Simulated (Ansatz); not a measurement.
ZrB (rock salt, space group No. 225) at seven volumes, the program Ansatz at the PBE level (PAW), scaled uniformly. One row is withheld.

```csv
V (Å³/atom),P (GPa)
13.415,18.12
13.857,11.16
14.299,5.16
14.742,0.00
15.184,-4.45
15.626,?
16.068,-11.61
```

Q: Fit the shown pressures and predict the withheld one.

A: P = (3/2)B₀(x^(7/2) − x^(5/2))[1 + (3/4)(B′ − 4)(x − 1)] with x = (V₀/V)^(2/3). Least squares on the six rows gives V₀ = 14.742 Å³/atom, B₀ = 160 GPa, B′ = 3.93. At V = 15.626, x = 0.9619 and P = -8.31 GPa. The run itself gave -8.30 GPa.

Space group Fm-3m (rock salt). The workflow started from an entry of the Crystallography Open Database (COD). Whether it is the stable phase at ambient conditions was not checked. The PBE relaxation kept the symmetry of its start; whether a distortion lowers the energy is not shown. No spin polarisation was allowed. The volume moved by 17 % from the start of the relaxation.

Potentials: the later of the program's two PAW sets.
